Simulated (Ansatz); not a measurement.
Input, command and steps of an Ansatz relaxation.

```yaml
crystal:
  lattice:
    - [4.6592856155, 0.0, 0.0]
    - [0.0, 3.5669182875, 0.0]
    - [0.0, 0.0, 6.7456693823]
  atoms:
    - { symbol: Si, position: [0.3009655284, 0.75, 0.6106277557] }
    - { symbol: Si, position: [0.6990344716, 0.25, 0.3893722443] }
    - { symbol: Si, position: [0.1990344716, 0.25, 0.1106277557] }
    - { symbol: Si, position: [0.8009655284, 0.75, 0.8893722443] }
    - { symbol: Ni, position: [0.954406284, 0.75, 0.2130679963] }
    - { symbol: Ni, position: [0.045593716, 0.25, 0.7869320037] }
    - { symbol: Ni, position: [0.545593716, 0.25, 0.7130679963] }
    - { symbol: Ni, position: [0.454406284, 0.75, 0.2869320037] }
    - { symbol: Ni, position: [0.8275249016, 0.75, 0.5612290217] }
    - { symbol: Ni, position: [0.1724750984, 0.25, 0.4387709783] }
    - { symbol: Ni, position: [0.6724750984, 0.25, 0.0612290217] }
    - { symbol: Ni, position: [0.3275249016, 0.75, 0.9387709783] }
basis:
  ecutwfc: 420
kpoints:
  mp_grid: { grid: [8, 10, 6] }
hamiltonian:
  xc: pbesol
scf:
  occupations: { method: gaussian, width: 0.1 }
output:
  forces: true
  stress: true
  eigenvalues: true
  write_density: true
  write_potential: true
  elf: true
  volumetric_format: npy
relax:
  adjacent_minimum: "off"
  f_tol: 0.01
  max_steps: 30
  cell: { stress_tol: 0.1, fix: [volume] }
```

```bash
ansatz run input.yaml --threads 4 --pin off --max-ram 10240MiB --backend cpu --events-out ev --progress --plain --runs-dir out
```

Method: DFT PBEsol, scalar-relativistic, plane waves, PAW in Ansatz 0.2.0.

The volume is held at 0.88 times that of the relaxed cell.

Of 5 frames 4 are shown, positions in Å and forces in eV/Å; the SCF threshold varies from step to step. Steps run on the plane waves of an earlier cell, with a Pulay correction in the pressure. The basis is chosen afresh for the last frame, the zero of the energies, and at times for earlier ones too; energy and pressure can step there, also at an unchanged geometry. Where two frames share a geometry here, they differ by under 2 meV/atom and 0.3 GPa. Spin polarisation was left out; whether the Ni atoms would carry moments isn't shown by this run.

```xyz
12
Lattice="4.6593 0.0000 0.0000 0.0000 3.5669 0.0000 0.0000 0.0000 6.7457" Properties=species:S:1:pos:R:3:forces:R:3 pbc="T T T" step=1 free_energy_over_end_meV_per_atom=0.26 pressure_GPa=37.90
Si    1.4023    2.6752    4.1191    0.0443    0.0000   -0.0063
Si    3.2570    0.8917    2.6266   -0.0443    0.0000    0.0063
Si    0.9274    0.8917    0.7463   -0.0443    0.0000   -0.0063
Si    3.7319    2.6752    5.9994    0.0443    0.0000    0.0063
Ni    4.4469    2.6752    1.4373   -0.0243    0.0000    0.0668
Ni    0.2124    0.8917    5.3084    0.0243    0.0000   -0.0668
Ni    2.5421    0.8917    4.8101    0.0243    0.0000    0.0668
Ni    2.1172    2.6752    1.9355   -0.0243    0.0000   -0.0668
Ni    3.8557    2.6752    3.7859    0.0034    0.0000    0.0016
Ni    0.8036    0.8917    2.9598   -0.0034    0.0000   -0.0016
Ni    3.1333    0.8917    0.4130   -0.0034    0.0000    0.0016
Ni    1.5260    2.6752    6.3326    0.0034    0.0000   -0.0016
12
Lattice="4.6570 0.0000 0.0000 0.0000 3.5684 0.0000 0.0000 0.0000 6.7462" Properties=species:S:1:pos:R:3:forces:R:3 pbc="T T T" step=2 free_energy_over_end_meV_per_atom=0.17 pressure_GPa=37.85
Si    1.4037    2.6763    4.1188    0.0407    0.0000   -0.0096
Si    3.2533    0.8921    2.6274   -0.0407    0.0000    0.0096
Si    0.9248    0.8921    0.7457   -0.0407    0.0000   -0.0096
Si    3.7322    2.6763    6.0005    0.0407    0.0000    0.0096
Ni    4.4432    2.6763    1.4393   -0.0161    0.0000    0.0478
Ni    0.2138    0.8921    5.3070    0.0161    0.0000   -0.0478
Ni    2.5423    0.8921    4.8124    0.0161    0.0000    0.0478
Ni    2.1147    2.6763    1.9339   -0.0161    0.0000   -0.0478
Ni    3.8542    2.6763    3.7864   -0.0030    0.0000    0.0007
Ni    0.8028    0.8921    2.9599    0.0030    0.0000   -0.0007
Ni    3.1313    0.8921    0.4132    0.0030    0.0000    0.0007
Ni    1.5257    2.6763    6.3330   -0.0030    0.0000   -0.0007
12
Lattice="4.6480 0.0000 0.0000 0.0000 3.5708 0.0000 0.0000 0.0000 6.7546" Properties=species:S:1:pos:R:3:forces:R:3 pbc="T T T" step=3 free_energy_over_end_meV_per_atom=0.01 pressure_GPa=37.63
Si    1.4118    2.6781    4.1196   -0.0126    0.0000    0.0054
Si    3.2362    0.8927    2.6350    0.0126    0.0000   -0.0054
Si    0.9122    0.8927    0.7423    0.0126    0.0000    0.0054
Si    3.7359    2.6781    6.0123   -0.0126    0.0000   -0.0054
Ni    4.4297    2.6781    1.4482    0.0020    0.0000    0.0100
Ni    0.2183    0.8927    5.3063   -0.0020    0.0000   -0.0100
Ni    2.5423    0.8927    4.8255   -0.0020    0.0000    0.0100
Ni    2.1057    2.6781    1.9291    0.0020    0.0000   -0.0100
Ni    3.8470    2.6781    3.7921    0.0145    0.0000    0.0093
Ni    0.8010    0.8927    2.9625   -0.0145    0.0000   -0.0093
Ni    3.1250    0.8927    0.4148   -0.0145    0.0000    0.0093
Ni    1.5230    2.6781    6.3398    0.0145    0.0000   -0.0093
12
Lattice="4.6489 0.0000 0.0000 0.0000 3.5715 0.0000 0.0000 0.0000 6.7521" Properties=species:S:1:pos:R:3:forces:R:3 pbc="T T T" step=5 free_energy_over_end_meV_per_atom=0.00 pressure_GPa=37.63
Si    1.4107    2.6786    4.1181    0.0054    0.0000   -0.0076
Si    3.2382    0.8929    2.6340   -0.0054    0.0000    0.0076
Si    0.9137    0.8929    0.7420   -0.0054    0.0000   -0.0076
Si    3.7351    2.6786    6.0101    0.0054    0.0000    0.0076
Ni    4.4312    2.6786    1.4482    0.0020    0.0000   -0.0068
Ni    0.2176    0.8929    5.3039   -0.0020    0.0000    0.0068
Ni    2.5421    0.8929    4.8243   -0.0020    0.0000   -0.0068
Ni    2.1068    2.6786    1.9278    0.0020    0.0000    0.0068
Ni    3.8485    2.6786    3.7917   -0.0080    0.0000   -0.0033
Ni    0.8004    0.8929    2.9604    0.0080    0.0000    0.0033
Ni    3.1248    0.8929    0.4156    0.0080    0.0000   -0.0033
Ni    1.5240    2.6786    6.3365   -0.0080    0.0000    0.0033
```

Time: 56 s on 4 threads of Intel(R) Xeon(R) 6975P-C (Granite Rapids), with other jobs on the host, peak memory 1.3 GiB.